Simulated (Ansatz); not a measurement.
MgO (rock salt), conventional cell a = 4.254 Å, b = 4.254 Å, c = 4.254 Å, α = 90.00°, β = 90.00°, γ = 90.00°. The calculation uses the primitive cell of 2 atoms, to which meshes and values per cell refer.

Equation-of-state scan: isotropic scaling of the cell above, V₀ being its volume. Symmetry pins the atoms to their sites.

Calculation: PBE (plane waves to 420 eV, PAW, scalar-relativistic; Ansatz, a first-principles code). k mesh 13×13×13 (Γ-centred), Fermi-Dirac smearing 0.05 eV. Energies are smeared free energies. MgO was relaxed with its symmetry unable to fall. The PAW data are Ansatz's earlier set. The zero of ΔE is the relaxed starting cell.

```tsv
V (Å³/atom)	ΔE (meV/atom)
9.048	17.9
9.164	11.2
9.279	6.2
9.395	2.7
9.510	0.7
9.626	0.0
9.741	0.6
9.857	2.5
9.972	5.5
10.088	9.5
10.203	14.6
```

Q: What is the fitted pressure derivative B₀′?

A: 4.1.

Q: What bulk modulus B₀ follows from a third-order Birch-Murnaghan fit?

A: 149 GPa.

(Under strain, the slope of the energy per volume gives the stress and its curvature an elastic modulus.)
